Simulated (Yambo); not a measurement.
Absorption of LiF (rock salt, space group Fm-3m, No. 225) under isotropic strain of -1.5 % on all lattice vectors with and without the electron-hole interaction (Yambo, PBEsol bands; 10×10×10 mesh, 3 valence and 1 conduction bands, static screening with 9 bands and a 4 Ry block, scissor 4.69 eV, Tamm-Dancoff; field along x).

```
E (eV)  Im ε, BSE  Im ε, independent quasiparticles
------  ---------  --------------------------------
10.90        0.28                              0.01
11.00        0.34                              0.01
11.10        0.42                              0.01
11.20        0.55                              0.01
11.30        0.73                              0.01
11.40        1.02                              0.02
11.50        1.53                              0.02
11.60        2.49                              0.02
11.70        4.50                              0.02
11.80        8.60                              0.02
11.90        11.8                              0.02
12.00        7.76                              0.02
12.10        4.06                              0.02
12.20        2.30                              0.02
12.30        1.45                              0.02
12.40        1.01                              0.02
12.50        0.75                              0.03
12.60        0.60                              0.03
12.70        0.51                              0.03
12.80        0.46                              0.03
12.90        0.45                              0.03
13.00        0.48                              0.04
13.10        0.58                              0.04
13.20        0.80                              0.04
13.30        1.31                              0.05
13.40        2.08                              0.05
13.50        1.97                              0.05
13.60        1.55                              0.06
13.70        1.68                              0.07
13.80        1.61                              0.08
13.90        1.16                              0.09
14.00        0.97                              0.11
14.10        0.93                              0.14
14.20        1.01                              0.19
14.30        1.10                              0.24
14.40        1.05                              0.31
14.50        0.77                              0.47
14.60        0.63                              0.55
14.70        0.50                              0.59
14.80        0.41                              0.68
14.90        0.37                              0.76
15.00        0.40                              0.76
15.10        0.47                              0.78
15.20        0.58                              0.97
15.30        0.59                              1.11
15.40        0.48                              1.26
15.50        0.45                              1.27
15.60        0.44                              1.37
15.70        0.51                              1.54
15.80        0.59                              1.64
15.90        0.61                              1.87
16.00        0.74                              2.23
16.10        0.70                              2.71
16.20        0.67                              2.75
16.30        0.73                              2.56
16.40        0.56                              2.88
16.50        0.42                              3.11
16.60        0.39                              2.78
16.70        0.37                              2.39
16.80        0.44                              2.14
16.90        0.48                              1.89
17.00        0.34                              1.67
17.10        0.27                              1.89
17.20        0.25                              2.38
17.30        0.24                              2.49
17.40        0.31                              2.01
17.50        0.47                              1.57
17.60        0.46                              1.57
17.70        0.32                              1.78
17.80        0.25                              2.05
```

The scissor comes from a G0W0 run whose convergence isn't established. Broadening 0.15 eV. The band window holds all transitions up to 20.8 eV. Fine structure above the onset can come from the mesh.

Geometry strained from the cell relaxed with PBEsol, atoms relaxed again; primitive cell a = 2.787 Å, b = 2.787 Å, c = 2.787 Å, α = 60.00°, β = 60.00°, γ = 60.00°.
